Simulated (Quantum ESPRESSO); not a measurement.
Computed NMR tensors in CaF$_{2}$

```yaml
crystal:
  lattice:
    - [0.00000, 2.73160, 2.73160]
    - [2.73160, 0.00000, 2.73160]
    - [2.73160, 2.73160, 0.00000]
  atoms:
    - { symbol: Ca, position: [0.00000, 0.00000, 0.00000] }
    - { symbol: F, position: [0.25000, 0.25000, 0.25000] }
    - { symbol: F, position: [0.75000, 0.75000, 0.75000] }
```
The cell was made here from an entry of the Crystallography Open Database (unchecked): atoms relaxed with PBE in the measured cell (PBE without dispersion, pw.x of a modified build of Quantum ESPRESSO, symmetry kept).  Stability against distortions was not tested.

Shieldings are absolute and leave out the bulk-susceptibility term; a larger σ means a smaller chemical shift. By our sweeps, such settings leave a few ppm in absolute σ. PBE places the empty d or f states of Ca too low, which is known to distort σ on and beside such ions.

### Question
What do the calculations give at each independent site (shieldings by PBE GIPAW (Quantum ESPRESSO, JTH PAW datasets), 22.5 Ha, k-mesh 4×4×4 shifted, f-sum rule met within 0.001 %)?

### Answer
```json
[
 {"site": "Ca (atom 1)", "site symmetry": "m-3m", "σ_iso (ppm)": "1132"},
 {"site": "F (atoms 2, 3)", "site symmetry": "-43m", "σ_iso (ppm)": "211"}
]
```
